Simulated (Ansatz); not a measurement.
C in space group Pn-3m (No. 224; C on 2a, C on 8e), plane-wave PAW r²SCAN (Ansatz code). The conduction-band minimum lies on the M–Γ line, 58 % of the way from M, with 12 equivalent valleys. Second derivatives d²E/dk² of the lowest band at one valley (eV·Å²), along Cartesian directions:

| direction | d²E/dk² |
|---|---|
| [100] | 2.400 |
| [010] | 3.422 |
| [001] | 3.422 |
| [110] | 2.909 |
| [101] | 2.909 |
| [011] | 3.654 |

Question: Find the principal effective masses, the density-of-states mass and the conductivity mass.

Answer: Off-diagonal terms follow from H_xy = H[110] − (H_xx + H_yy)/2, and m*/mₑ = 7.620 eV·Å² over each eigenvalue: 2.1, 2.4, 3.2. One valley's DOS mass (m₁m₂m₃)^(1/3) = 2.5, conductivity mass 3/(Σ 1/mᵢ) = 2.5 mₑ.

Question: What effective density of states Nc follows at 300 K for parabolic valleys?

Answer: Nc = 2.509e19 × 12 × (2.5)^(3/2) ≈ 1.2e21 cm⁻³.

The start of the workflow was typed in or built on a structure type; neither database checked (COD, Materials Project) lists it. It is not the phase usual at ambient conditions (space group No. 194, 227). Symmetry was held in the r²SCAN relaxation; its stability against distortions is not shown here.

Potentials: the earlier of the program's two PAW sets.

Edges and masses are those of Kohn–Sham bands, whose gap is no quasiparticle gap.
